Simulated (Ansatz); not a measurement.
**ZnAg under compression and expansion**

```yaml
crystal:
  lattice:
    - [3.15600, 0.00000, 0.00000]
    - [0.00000, 3.15600, 0.00000]
    - [0.00000, 0.00000, 3.15600]
  atoms:
    - { symbol: Zn, position: [0.50000, 0.50000, 0.50000] }
    - { symbol: Ag, position: [0.00000, 0.00000, 0.00000] }
```

The geometry is COD entry 9008800, unchecked; take it as a test cell.

Methods: DFT, LDA, all-electron LAPW, scalar-relativistic (Ansatz 0.2.0); DFT, LDA, PAW with Ansatz's default frozen-core files, scalar-relativistic (Ansatz 0.2.0).

For LAPW: a Γ-centred 12×12×12 k mesh, Fermi–Dirac smearing of 0.03 eV, basis error target 0.25 meV/atom, no spin polarisation. PAW takes a cutoff of 420 eV at this cell (files made with PBE, cores remade for this functional). The Ansatz runs share mesh, smearing and spin set-up. Plane-wave (PAW) pressures include the program's estimate of the Pulay term.

The cell above is scaled evenly, with fractional coordinates and shape held.

| V/V(cell) | V (Å³/atom) | P, LAPW (GPa) | P, PAW (GPa) | free energy over the lowest listed, PAW (meV/atom) |
| --- | --- | --- | --- | --- |
| 0.9400 | 14.774 | -1.67 | -1.67 | 0.0 |
| 0.9600 | 15.089 | -4.11 | -4.11 | 5.7 |
| 0.9800 | 15.403 | -6.22 | -6.23 | 15.9 |
| 0.9900 | 15.560 | -7.18 | -7.18 | 22.5 |
| 1.0000 | 15.717 | -8.07 | -8.07 | 30.0 |
| 1.0100 | 15.875 | -8.89 | -8.90 | 38.3 |
| 1.0200 | 16.032 | -9.66 | -9.67 | 47.4 |
| 1.0400 | 16.346 | -11.03 | -11.04 | 67.8 |
| 1.0600 | 16.660 | -12.22 | -12.22 | 90.6 |
